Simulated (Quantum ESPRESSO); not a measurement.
## SiGeAlN3O (one run as intended and one with a planted mistake)

Simulated, not a measurement. The program is pw.x of Quantum ESPRESSO 7.5 (plane-wave density functional theory). The cell is made up: 7 atoms on a wurtzite lattice with one site empty, with randomly drawn elements, strain and displacements, not relaxed. PseudoDojo standard norm-conserving files (v0.5 for PBE, v0.4.1 for LDA and PBEsol) set the functional; there is no spin polarisation, spin-orbit coupling or dispersion term, and the masses in the input are unused placeholders.

Intended input:

```
&control calculation='scf', pseudo_dir='./dojo.nc.sr.pbe.v0_5.standard.upf', outdir='./o', disk_io='low', tprnfor=.true., tstress=.true. /
&system ibrav=0, nat=7, ntyp=5, nbnd=27, ecutwfc=84.00895049, nosym=.true., tot_charge=0,
 occupations='smearing', smearing='fd', degauss=0.0018374661
/
&electrons conv_thr=7.350e-09, electron_maxstep=60, /
ATOMIC_SPECIES
Al 1.0 Al.upf
Ge 1.0 Ge.upf
N 1.0 N.upf
O 1.0 O.upf
Si 1.0 Si.upf
CELL_PARAMETERS angstrom
3.0224 0.0 0.0
0.0 5.235 0.0
0.0 0.0 4.9356
ATOMIC_POSITIONS angstrom
Si 1.5164 2.6293 -0.0275
Ge 1.5323 0.8715 2.489
Al 0.0112 3.5547 2.4932
N -0.0029 0.0309 1.8458
N 1.5009 2.7034 1.8093
O 1.452 0.8477 4.2321
N -0.0848 3.5914 4.4668
K_POINTS automatic
6 4 4 1 1 1
```

The log is shortened where brackets say so; the opening notice, blank lines, dates and the lines on written files are dropped, and the path of the files is cut. It prints rydbergs, bohrs and kilobars, and counts compression as positive stress. Where no state is partly filled, the Fermi energy that it prints is only some level between the filled and the empty states on the mesh, and need not lie in the true gap.

Log of the intended run:

```
     Program PWSCF v.7.5
     Parallel version (MPI & OpenMP), running on       4 processor cores
     Number of MPI processes:                 4
     Threads/MPI process:                     1
     [start-up lines left out]
     bravais-lattice index     =            0
     lattice parameter (alat)  =       5.7115  a.u.
     unit-cell volume          =     526.9934 (a.u.)^3
     number of atoms/cell      =            7
     number of atomic types    =            5
     number of electrons       =        42.00
     number of Kohn-Sham states=           27
     kinetic-energy cutoff     =      84.0090  Ry
     charge density cutoff     =     336.0358  Ry
     scf convergence threshold =      7.3E-09
     mixing beta               =       0.7000
     number of iterations used =            8  plain     mixing
     Exchange-correlation= PBE
                           (   1   4   3   4   0   0   0)
     [axes and pseudopotential details left out]
   Cartesian axes
     site n.     atom                  positions (alat units)
         1        Si     tau(   1) = (   0.5017205   0.8699378  -0.0090987  )
         2        Ge     tau(   2) = (   0.5069812   0.2883470   0.8235177  )
         3        Al     tau(   3) = (   0.0037057   1.1761183   0.8249074  )
         4        N      tau(   4) = (  -0.0009595   0.0102237   0.6107067  )
         5        N      tau(   5) = (   0.4965921   0.8944547   0.5986302  )
         6        O      tau(   6) = (   0.4804129   0.2804725   1.4002448  )
         7        N      tau(   7) = (  -0.0280572   1.1882610   1.4778984  )
     number of k points=    48  Fermi-Dirac smearing, width (Ry)=  0.0018
                       cart. coord. in units 2pi/alat
        k(    1) = (   0.0833333   0.0721681   0.0765459), wk =   0.0416667
        k(    2) = (   0.0833333   0.0721681   0.2296377), wk =   0.0416667
     [further k points left out]
     Dense  grid:    54719 G-vectors     FFT dimensions: (  36,  60,  60)
     Estimated max dynamical RAM per process >     103.36 MB
     Estimated total dynamical RAM >     373.38 MB
     Initial potential from superposition of free atoms
     starting charge      41.9961, renormalised to      42.0000
     Starting wfcs are   33 randomized atomic wfcs
     total cpu time spent up to now is        1.9 secs
     per-process dynamical memory:    78.7 Mb
     Self-consistent Calculation
     iteration #  1     ecut=    84.01 Ry     beta= 0.70
     Davidson diagonalization with overlap
     ethr =  1.00E-02,  avg # of iterations =  3.0
     total cpu time spent up to now is        4.0 secs
     total energy              =    -286.39328603 Ry
     estimated scf accuracy    <       1.98446032 Ry
     iteration #  2     ecut=    84.01 Ry     beta= 0.70
     Davidson diagonalization with overlap
     ethr =  4.72E-03,  avg # of iterations =  2.4
     total cpu time spent up to now is        5.9 secs
     total energy              =    -286.81513551 Ry
     estimated scf accuracy    <       2.46062569 Ry
     [iterations 3 to 11 left out]
     iteration # 12     ecut=    84.01 Ry     beta= 0.70
     Davidson diagonalization with overlap
     ethr =  5.96E-11,  avg # of iterations =  3.0
     total cpu time spent up to now is       24.0 secs
     total energy              =    -287.29843036 Ry
     estimated scf accuracy    <       0.00000001 Ry
     iteration # 13     ecut=    84.01 Ry     beta= 0.70
     Davidson diagonalization with overlap
     ethr =  2.74E-11,  avg # of iterations =  2.0
     total cpu time spent up to now is       25.6 secs
     End of self-consistent calculation
     [lines on levels left out]
     the Fermi energy is     8.5905 ev
!    total energy              =    -287.29843036 Ry
     estimated scf accuracy    <          1.1E-09 Ry
     smearing contrib. (-TS)   =      -0.00000000 Ry
     internal energy E=F+TS    =    -287.29843036 Ry
     The total energy is F=E-TS. E is the sum of the following terms:
     one-electron contribution =    -129.77129718 Ry
     hartree contribution      =      92.89144897 Ry
     xc contribution           =     -75.99070357 Ry
     ewald contribution        =    -174.42787857 Ry
     convergence has been achieved in  13 iterations
     Forces acting on atoms (cartesian axes, Ry/au):
     atom    1 type  5   force =    -0.04283813   -0.00252311   -0.01803030
     atom    2 type  2   force =    -0.01858709   -0.02064965   -0.05681544
     atom    3 type  1   force =    -0.02008235    0.03542179    0.02634967
     atom    4 type  3   force =     0.01780854    0.02885050    0.02938721
     atom    5 type  3   force =     0.01234156   -0.06270497   -0.02702185
     atom    6 type  4   force =     0.00447404    0.16123283    0.09435536
     atom    7 type  3   force =     0.04688344   -0.13962739   -0.04822465
     Total force =     0.272552     Total SCF correction =     0.000099
     Computing stress (Cartesian axis) and pressure
          total   stress  (Ry/bohr**3)                   (kbar)     P=       -9.06
   0.00006659   0.00006867  -0.00010804            9.80       10.10      -15.89
   0.00006867  -0.00034338  -0.00028497           10.10      -50.51      -41.92
  -0.00010804  -0.00028497   0.00009195          -15.89      -41.92       13.53
     init_run     :      1.72s CPU      1.78s WALL (       1 calls)
     electrons    :     23.53s CPU     23.69s WALL (       1 calls)
     forces       :      0.29s CPU      0.30s WALL (       1 calls)
     stress       :      1.03s CPU      1.03s WALL (       1 calls)
     [timing details left out]
     PWSCF        :     26.70s CPU     26.96s WALL
     JOB DONE.
```

A second run has one planted mistake: the k-point mesh is too coarse. The input lines that differ, file-writing options aside:

```
- 6 4 4 1 1 1
+ 2 2 2 1 1 1
```

Its log:

```
     Program PWSCF v.7.5
     Parallel version (MPI & OpenMP), running on       4 processor cores
     Number of MPI processes:                 4
     Threads/MPI process:                     1
     [start-up lines left out]
     bravais-lattice index     =            0
     lattice parameter (alat)  =       5.7115  a.u.
     unit-cell volume          =     526.9934 (a.u.)^3
     number of atoms/cell      =            7
     number of atomic types    =            5
     number of electrons       =        42.00
     number of Kohn-Sham states=           27
     kinetic-energy cutoff     =      84.0090  Ry
     charge density cutoff     =     336.0358  Ry
     scf convergence threshold =      7.3E-09
     mixing beta               =       0.7000
     number of iterations used =            8  plain     mixing
     Exchange-correlation= PBE
                           (   1   4   3   4   0   0   0)
     [axes and pseudopotential details left out]
   Cartesian axes
     site n.     atom                  positions (alat units)
         1        Si     tau(   1) = (   0.5017205   0.8699378  -0.0090987  )
         2        Ge     tau(   2) = (   0.5069812   0.2883470   0.8235177  )
         3        Al     tau(   3) = (   0.0037057   1.1761183   0.8249074  )
         4        N      tau(   4) = (  -0.0009595   0.0102237   0.6107067  )
         5        N      tau(   5) = (   0.4965921   0.8944547   0.5986302  )
         6        O      tau(   6) = (   0.4804129   0.2804725   1.4002448  )
         7        N      tau(   7) = (  -0.0280572   1.1882610   1.4778984  )
     number of k points=     4  Fermi-Dirac smearing, width (Ry)=  0.0018
                       cart. coord. in units 2pi/alat
        k(    1) = (   0.2500000   0.1443362   0.1530918), wk =   0.5000000
        k(    2) = (   0.2500000   0.1443362  -0.1530918), wk =   0.5000000
     [further k points left out]
     Dense  grid:    54719 G-vectors     FFT dimensions: (  36,  60,  60)
     Estimated max dynamical RAM per process >      69.49 MB
     Estimated total dynamical RAM >     237.88 MB
     Initial potential from superposition of free atoms
     starting charge      41.9961, renormalised to      42.0000
     Starting wfcs are   33 randomized atomic wfcs
     total cpu time spent up to now is        1.2 secs
     per-process dynamical memory:    49.5 Mb
     Self-consistent Calculation
     iteration #  1     ecut=    84.01 Ry     beta= 0.70
     Davidson diagonalization with overlap
     ethr =  1.00E-02,  avg # of iterations =  3.0
     total cpu time spent up to now is        1.4 secs
     total energy              =    -286.49117432 Ry
     estimated scf accuracy    <       1.90787913 Ry
     iteration #  2     ecut=    84.01 Ry     beta= 0.70
     Davidson diagonalization with overlap
     ethr =  4.54E-03,  avg # of iterations =  2.2
     total cpu time spent up to now is        1.6 secs
     total energy              =    -286.90901622 Ry
     estimated scf accuracy    <       2.32583791 Ry
     [iterations 3 to 11 left out]
     iteration # 12     ecut=    84.01 Ry     beta= 0.70
     Davidson diagonalization with overlap
     ethr =  5.27E-11,  avg # of iterations =  3.0
     total cpu time spent up to now is        3.5 secs
     total energy              =    -287.36248416 Ry
     estimated scf accuracy    <          9.1E-09 Ry
     iteration # 13     ecut=    84.01 Ry     beta= 0.70
     Davidson diagonalization with overlap
     ethr =  2.17E-11,  avg # of iterations =  2.0
     total cpu time spent up to now is        3.6 secs
     End of self-consistent calculation
     [lines on levels left out]
     the Fermi energy is    10.0420 ev
!    total energy              =    -287.36248416 Ry
     estimated scf accuracy    <          7.9E-10 Ry
     smearing contrib. (-TS)   =       0.00000000 Ry
     internal energy E=F+TS    =    -287.36248416 Ry
     The total energy is F=E-TS. E is the sum of the following terms:
     one-electron contribution =    -129.79458224 Ry
     hartree contribution      =      92.82479589 Ry
     xc contribution           =     -75.96481922 Ry
     ewald contribution        =    -174.42787857 Ry
     convergence has been achieved in  13 iterations
     Forces acting on atoms (cartesian axes, Ry/au):
     atom    1 type  5   force =    -0.04177050   -0.01140022   -0.01427048
     atom    2 type  2   force =    -0.01761686   -0.02102613   -0.05507280
     atom    3 type  1   force =    -0.01945841    0.03938937    0.03093987
     atom    4 type  3   force =     0.01660349    0.02779211    0.02667683
     atom    5 type  3   force =     0.01219673   -0.07356448   -0.02781286
     atom    6 type  4   force =     0.00417578    0.16493832    0.09576971
     atom    7 type  3   force =     0.04586977   -0.12612897   -0.05623027
     Total force =     0.272788     Total SCF correction =     0.000074
     Computing stress (Cartesian axis) and pressure
          total   stress  (Ry/bohr**3)                   (kbar)     P=      -15.63
  -0.00032993   0.00006646  -0.00010750          -48.53        9.78      -15.81
   0.00006646  -0.00017101  -0.00028500            9.78      -25.16      -41.92
  -0.00010750  -0.00028500   0.00018222          -15.81      -41.92       26.81
     init_run     :      1.11s CPU      1.13s WALL (       1 calls)
     electrons    :      2.43s CPU      2.45s WALL (       1 calls)
     forces       :      0.07s CPU      0.08s WALL (       1 calls)
     stress       :      0.15s CPU      0.15s WALL (       1 calls)
     [timing details left out]
     PWSCF        :      3.84s CPU      3.90s WALL
     JOB DONE.
```

|  | intended run | run with the mistake |
| --- | --- | --- |
| free energy (eV) | -3908.894 | -3909.766 |
| smearing term -TS (eV) | 0.0000 | 0.0000 |
| pressure (GPa) | -0.91 | -1.56 |
| largest force component (eV/Å) | 4.145 | 4.241 |
| largest change of a force component (eV/Å) |  | 0.347 |
| iterations | 13 | 13 |

For scale, a rerun of the intended cell at 1437 eV and a 8 x 6 x 6 mesh moved values by no more than 0.002 eV in energy, 0.02 GPa in stress and 0.004 eV/Å in force.